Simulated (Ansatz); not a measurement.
**Computed properties of In2O3**

In₂O₃:
```xyz
5
Lattice="3.4204 0.0000 0.0000 -1.7102 2.9621 0.0000 0.0000 0.0000 6.0943" Properties=species:S:1:pos:R:3 pbc="T T T"
In     0.0000     1.9748     1.4454
In     1.7102     0.9874     4.6489
O      0.0000     0.0000     0.0000
O      0.0000     1.9748     3.9868
O      1.7102     0.9874     2.1075
```

Space group P-3m1 (No. 164), La2O3 or Ni2Al3 type; conventional cell a = b = 3.4204 Å, c = 6.0943 Å, α = β = 90.00°, γ = 120.00°.

Method: r²SCAN in the plane-wave PAW code Ansatz. Geometry: relaxed at this level of theory. Other levels are named where they apply.

**Cell and energy**

* **Volume per atom**: 12.35 Å³
* **Density**: 7.47 g/cm³
* **Formation energy from the elements (no fitted shifts)**: -1.66 eV/atom

**Electronic structure**

* **Band gap**: 1.30 eV (smallest direct gap 1.32 eV)
* **Valence-band maximum**: off the standard path, at k = (0.000, 0.247, -0.211) in fractions of the reciprocal vectors
* **Conduction-band minimum**: at Γ
* **Electron effective mass**: 0.15, 0.18, 0.18 mₑ (principal values)
* **Hole effective mass**: 0.60, 3.0, 5.4 mₑ (principal values)

**Mechanics**

Elastic constants (relaxed ions, GPa): C11 = 276, C12 = 179, C13 = 120, C14 = 59.4, C33 = 134, C44 = 65.1
Mechanical stability: unstable (C has a negative eigenvalue)

A made-up cell: these elements were put on the sites of a structure type; neither database checked (COD, Materials Project) lists it. It is not the phase usual at ambient conditions (space group No. 206). The cell was relaxed with r²SCAN under the symmetry of its start. The references are the lowest solids computed at this level, not always the standard phases (solids in place of the gases). Scalar-relativistic: spin–orbit coupling is off unless named, which matters more the heavier the elements.

Potentials: the later of the program's two PAW sets.
